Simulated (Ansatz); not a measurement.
# Ba₂S (CdCl2 type) from its elements: all-electron against pseudopotential results

```xyz
3
Lattice="2.1861 -1.2621 7.6847 0.0000 2.5243 7.6847 -2.1861 -1.2621 7.6847" Properties=species:S:1:pos:R:3 pbc="T T T"
S     0.0000    0.0000    0.0000
Ba    0.0000    0.0000    5.8970
Ba    0.0000    0.0000   17.1571
```

The cell comes from a relaxation on PAW files under the same functional, begun from a prototype that needn't be the stable phase.

Level of theory: DFT with PBEsol, scalar-relativistic, in Ansatz 0.2.0; a Γ-centred 9×9×9 k mesh, Fermi–Dirac smearing of 0.05 eV, no spin polarisation. LAPW: all electrons, basis error target 0.5 meV/atom; PAW: frozen-core files, cutoff 420 eV; crystal datasets: all electrons, by PAW datasets that the program makes for each cell.

The elements are taken as Ba bcc, S S6 rings, each relaxed on PAW files under the same functional and computed by the same method as the compound; zero-point and thermal terms are left out. The functional lacks long-range dispersion, which matters for the layered or molecular reference states. S6 rings stand in for α-S8.

Spin–orbit coupling is left out, which matters for the heavy atoms. The PAW files were made under PBE.

(1) Give the formation energy by each method, with the residual pressure at this cell and the LAPW gap.

(2) Give the LAPW value for one formula unit in kJ/mol.

Results:

(1) 

```csv
method,ΔE(formation) (eV/atom),P at this cell (GPa),gap (eV)
LAPW,-1.363,0.02,0.00
PAW,-1.364,0.02,–
crystal datasets,-1.363,0.02,–
```

(2) -1.363 eV/atom × 3 atoms × 96.485 kJ/(mol·eV) = -394.5 kJ/mol, at zero temperature and without zero-point motion.
